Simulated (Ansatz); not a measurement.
ZnGeP₂:
Space group I-42d (No. 122); a = 5.4245 Å, b = 5.4245 Å, c = 10.7092 Å, α = 90.00°, β = 90.00°, γ = 90.00°

```
atom  site  symmetry       x       y       z
----  ----  --------  ------  ------  ------
Ge      4b      -4..  0.0000  0.0000  0.5000
Zn      4a      -4..  0.0000  0.0000  0.0000
P       8d       .2.  0.2517  0.2500  0.1250
```
(The calculation used a cell of 8 atoms; values per cell refer to that cell.)

Relaxed with PBEsol. PBEsol in the plane-wave PAW code Ansatz gives a gap of 1.07 eV.

Problem. What gap does HSE06 give on the same cell (Ansatz, PAW)?

Solution. 1.85 eV, 0.78 eV more. The hybrid was solved on a coarser mesh and at special points; its gap is the smallest among all of these.

```csv
k,v1 PBEsol,c1 PBEsol,v1 HSE06,c1 HSE06
Γ,0.00,1.24,[?],[?]
M,-1.42,1.12,[?],[?]
X,-0.78,1.16,-0.85,2.05
P,-1.15,1.81,[?],[?]
N,-1.02,2.37,-1.08,3.28
S0,-0.90,1.31,[?],[?]
R,-1.14,1.55,-1.20,2.44
```

Problem. Top valence (v1) and lowest conduction level (c1) in eV from each method's valence maximum (which need not be a listed point): supply the withheld HSE06 values.

Solution. 
- Γ, v1 HSE06: 0.00
- Γ, c1 HSE06: 2.01
- P, v1 HSE06: -1.22
- P, c1 HSE06: 2.67
- M, v1 HSE06: -1.53
- M, c1 HSE06: 1.92
- S0, v1 HSE06: -0.97
- S0, c1 HSE06: 2.11

Cost on shared cores: the PBEsol run (SCF on a 7×7×7 mesh, then bands and DOS) around 3 core-minutes (rough), the HSE06 run (SCF on 4×4×4, then a few points) very roughly 7 core-minutes; the tasks are unlike.

Symmetry was held in the PBEsol relaxation. Spin–orbit coupling is left out wherever it is not named.

Potentials: the later of the program's two PAW sets.
